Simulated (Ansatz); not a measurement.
A trial cell of Hf₂Bi₂O, before relaxation:

```yaml
crystal:
  lattice:
    - [4.03005, 0.00000, 0.00000]
    - [-2.01503, 3.49013, 0.00000]
    - [0.00000, 0.00000, 8.15553]
  atoms:
    - { symbol: Hf, position: [0.33333, 0.66667, 0.20546] }
    - { symbol: Hf, position: [0.33333, 0.66667, 0.79454] }
    - { symbol: Bi, position: [0.66667, 0.33333, 0.00000] }
    - { symbol: Bi, position: [0.00000, 0.00000, 0.00000] }
    - { symbol: O, position: [0.00000, 0.00000, 0.50000] }
```

Method: DFT PBE, scalar-relativistic, plane waves, PAW (Ansatz). Cutoff 420 eV, Gaussian smearing, Γ-centred meshes. Cell and atoms relax first on a coarse mesh and then on a finer one. In between, the cell is made exact in the group found at 0.06 Å. In metals the finer mesh still leaves noise of several meV/atom or more. The steps can't lower the symmetry of their start. No spin polarisation.

A guess keeps its type if space group and coordination stay and the shape of the cell changes little (axis ratios within about 15 %, angles within 6°); the volume may change.

**Question.** Does it keep its structure type, or change into something else?

**Answer.** It doesn't keep its type. The symmetry stays P-6m2 (No. 187). The volume per atom grows by 11.3 %, from 22.9 to 25.5 Å³. The shortest distance goes from 2.33 Å (Bi–Bi) to 2.57 Å (Hf–Hf). The ratio c/a of the conventional cell changes by a factor of 0.50. Counting neighbours within 15 % of an atom's shortest distance, the start has Bi 3, Hf 6, O 6 and the end Bi 5/9, Hf 2, O 2. In detail, at the end around Hf lie 1 Hf at 2.57 Å, 1 Hf at 2.79 Å, 6 Bi at 3.29 Å and 3 O at 3.33 Å; Bi on its first site is surrounded by 3 Bi at 3.03 Å and 6 Hf at 3.29 Å; O is surrounded by 2 Bi at 2.68 Å and 6 Hf at 3.33 Å; 1 more site not described.

```
Hf Bi O
1.0
     5.24544    0.00000    0.00000
    -2.62272    4.54269    0.00000
     0.00000    0.00000    5.35965
Hf Bi O
2 2 1
Cartesian
  0.0000 3.0285 1.2859
  0.0000 3.0285 4.0738
  2.6227 1.5142 0.0000
  0.0000 0.0000 0.0000
  0.0000 0.0000 2.6798
```

Formation energies are uncorrected and refer to the elements' standard structures at the same level (O₂ as a molecule).

**Question.** At what energy does it end?

**Answer.** +0.53 eV/atom. The separate elements lie lower, so it is unstable against them.

The last run used a 12×12×8 mesh (in the run's order of axes) for its 5-atom cell and Gaussian smearing of 0.10 eV. Spin–orbit coupling, which can matter for Bi and Hf, is left out. A structure relaxed within its symmetry needn't be a true minimum. Another cell of Hf2Bi2O relaxed alike, in P-3m1, lies 1.40 eV/atom lower, so this cell isn't the stable form at this level.

In counts of neighbours, a slash parts the counts of unlike sites.
